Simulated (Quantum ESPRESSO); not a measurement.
Parts of the isotropic shielding in NaCl, by GIPAW with PBE in a modified build of Quantum ESPRESSO, on JTH PAW datasets, 30 Ha, k-mesh 4×4×4 shifted:

```
NaCl
1.0
    0.00000     2.78009     2.82201
    2.78009     0.00000     2.82201
    2.78009     2.78009     0.00000
Na Cl
1 1
Direct
  0.00000   0.00000   0.00000
  0.50000   0.50000   0.50000
```
The cell was made here from a computed Materials Project entry: strained by +1 % along the cube axis and by -0.5 % across it, atoms relaxed (PBE without dispersion, pw.x of Quantum ESPRESSO, symmetry kept). The parent is NaCl in Fm-3m. Stability against distortions was not tested.

The core term is that of the free atom's frozen core; the paramagnetic column sums the reconstruction terms. Shieldings are absolute and leave out the bulk-susceptibility term; a larger σ means a smaller chemical shift. By our sweeps, such settings leave a few ppm in absolute σ. The datasets of Na, Cl hold no d projectors, which limits absolute σ on these atoms. Static lattice: thermal averaging is not included.

```csv
site,core,bare (smooth current),diamagnetic correction,paramagnetic corrections,σ_iso (ppm)
Na (atom 1),377.3,81.2,154.8,(withheld),(withheld)
Cl (atom 2),1050.8,90.4,-12.0,(withheld),(withheld)
```

Task: Fill in the missing entries.

Result: 
- Na (atom 1), paramagnetic corrections: -75.1
- Na (atom 1), σ_iso (ppm): 538.2
- Cl (atom 2), paramagnetic corrections: -164.9
- Cl (atom 2), σ_iso (ppm): 964.3
